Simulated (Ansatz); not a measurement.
Relaxed LaGaO$_{3}$ (space group R-3c):

```yaml
crystal:
  lattice:
    - [2.73391, 1.57843, 4.38110]
    - [-2.73391, 1.57843, 4.38110]
    - [0.00000, -3.15685, 4.38110]
  atoms:
    - { symbol: La, position: [0.25000, 0.25000, 0.25000] }
    - { symbol: La, position: [0.75000, 0.75000, 0.75000] }
    - { symbol: Ga, position: [0.00000, 0.00000, 0.00000] }
    - { symbol: Ga, position: [0.50000, 0.50000, 0.50000] }
    - { symbol: O, position: [0.75000, 0.18772, 0.31228] }
    - { symbol: O, position: [0.25000, 0.81228, 0.68772] }
    - { symbol: O, position: [0.31228, 0.75000, 0.18772] }
    - { symbol: O, position: [0.68772, 0.25000, 0.81228] }
    - { symbol: O, position: [0.18772, 0.31228, 0.75000] }
    - { symbol: O, position: [0.81228, 0.68772, 0.25000] }
```

The atoms are displaced by Q × the pattern below (from a DFPT mode at Γ, largest move 1; Q in Å), at fixed cell. It is one choice among 2 degenerate patterns.

```csv
atom,x,y,z
La1,0.000,-0.060,0.000
La2,0.000,-0.060,0.000
Ga3,-0.193,-0.352,0.000
Ga4,0.193,-0.352,0.000
O5,-0.395,0.914,-0.088
O6,-0.395,0.914,-0.088
O7,0.395,0.914,-0.088
O8,0.395,0.914,-0.088
O9,0.000,0.230,0.175
O10,0.000,0.230,0.175
```

Method: LDA (plane waves to 420 eV, PAW, scalar-relativistic; Ansatz, a program for electronic structure). k mesh 8×8×8 (Γ-centred), Fermi-Dirac smearing 0.05 eV. The energy includes the smearing's −TS. LaGaO3 is run without spin polarisation. LaGaO3 was relaxed with its symmetry unable to fall. This is one of several known forms of LaGaO3; the measured ambient cells at hand have space group No. 62. ΔE is measured from the undisplaced structure.

```csv
Q (Å),ΔE (meV/cell)
-0.2800,1414
-0.2333,965
-0.1867,withheld
-0.1400,338
-0.0933,149
-0.0467,37
0.0000,0
0.0467,37
0.0933,149
0.1400,338
0.1867,withheld
0.2333,965
0.2800,1414
```

Fit an even polynomial form (powers 2, 4) to the given rows and predict ΔE at Q = -0.1867.

Least squares on the 11 given rows: ΔE = (17010)·Q² + (13150)·Q⁴, in meV/cell with Q in Å; root-mean-square residual 0.3 meV/cell. At -0.1867 the fit gives 609 meV/cell; the calculation gives 609 meV/cell, the same to the digits shown. The quadratic term alone would give 593 meV/cell.

(For displaced atoms, the force is minus the slope of the energy, and its curvature is a force constant, which sets phonon frequencies.)
